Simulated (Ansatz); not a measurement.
The start is a relaxed ZnCu2SnS4 cell with every coordinate shifted by Gaussian noise of σ = 0.1 Å. A full variable-cell relaxation at zero pressure is run with r2SCAN (plane waves to 500 eV, PAW, scalar-relativistic; Ansatz, an electronic-structure program). First-step values are on the input's coarse k-mesh.

Ansatz input (later rounds restart from its end on a renewed k-mesh):
Ansatz 0.2 input:
```yaml
crystal:
  lattice:
    - [-2.7072375336, 2.7072375336, 5.41133883]
    - [2.7072375336, -2.7072375336, 5.41133883]
    - [2.7072375336, 2.7072375336, -5.41133883]
  atoms:
    - { symbol: Cu, position: [-0.0037142873, -0.0264466386, -0.0005950543] }
    - { symbol: Cu, position: [0.7483399888, 0.2667693924, 0.5076436496] }
    - { symbol: Zn, position: [0.2492441713, 0.7471515112, 0.5134623443] }
    - { symbol: Sn, position: [0.4872275952, 0.4952309709, -0.0214393794] }
    - { symbol: S, position: [0.6132270599, 0.6152382804, 0.5130229603] }
    - { symbol: S, position: [0.0620291466, 0.0925798876, 0.4314496852] }
    - { symbol: S, position: [0.3642531628, 0.8652444938, -0.0166290309] }
    - { symbol: S, position: [0.8910258661, 0.3697938123, 0.9701929898] }
basis: { ecutwfc: 500, ecutrho_ratio: 4, xc_grid: 4, fft_grid_basis: typed }
kpoints: { mp_grid: { grid: [5, 5, 6] } }
hamiltonian:
  xc: r2scan
  dispersion: none
  pseudopotentials: { azcp: { folder: ./paw }, kind: paw }
scf: { occupations: { method: fermi_dirac, width: 0.05 } }
relax: { f_tol: 0.01, max_steps: 100, cell: { stress_tol: 0.02 } }
output: { forces: true, stress: true }
```

- Largest initial force = 2.37 eV/Å, on Sn4 (atoms numbered as listed)
- Energy released = 0.10 eV/atom
- Shortest distances (start → end) = The closest pairs of elements (up to four, under 3.6 Å), start → end: Cu–S 2.13 → 2.30 Å; S–Zn 2.21 → 2.34 Å; S–Sn 2.30 → 2.44 Å; S–S 3.52 → 3.66 Å
- Band gap at the end = 0.47 eV, direct at Γ (no spin-orbit coupling)
- Optimiser moves = 5

Relaxed structure:

Space group I-4 (No. 82); a = b = 5.414 Å, c = 10.824 Å, α = β = γ = 90.00°

```csv
atom,site,symmetry,x,y,z
Cu,2c,-4..,0.0000,0.5000,0.2500
Cu,2b,-4..,0.0000,0.0000,0.5000
Zn,2a,-4..,0.0000,0.0000,0.0000
Sn,2d,-4..,0.5000,0.0000,0.2500
S,8g,1,0.2356,0.2578,0.3791
```
(The calculation used a cell of 8 atoms; values per cell refer to that cell.)

Final values are on a 9×9×9 k-mesh of the relaxed cell. No spin polarisation in the result.
